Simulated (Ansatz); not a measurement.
AlRu (rock salt) was relaxed and computed twice in Ansatz (plane waves, PAW), once with PBE and once with PBEsol.

```tsv
	run 1	run 2
cell	a = b = c = 4.930 Å, α = β = γ = 90.00°	a = 4.9820 Å, b = 4.9820 Å, c = 4.9820 Å, α = 90.00°, β = 90.00°, γ = 90.00°
ΔH_f (eV/atom)	0.22	0.15
B₀ by P(V) fit (GPa)	156	144
```

### Question
Which run used which functional?

### Answer
Run 1 is PBEsol, run 2 is PBE.

Typed or built starts, not in the databases checked: AlRu, rock salt. Unstable at this level: AlRu, rock salt with PBEsol. All cells were relaxed under the symmetry of their starts (and spin orders); stability against distortions was not tested throughout. Rows with no word on spin ran without spin polarisation. Spin–orbit coupling is left out wherever it is not named.

Potentials: the later of the program's two PAW sets.

Ansatz (a program for electronic structure) is a plane-wave DFT program.

Formation energies count from the lowest solids of the elements computed at the same level, not from gases.
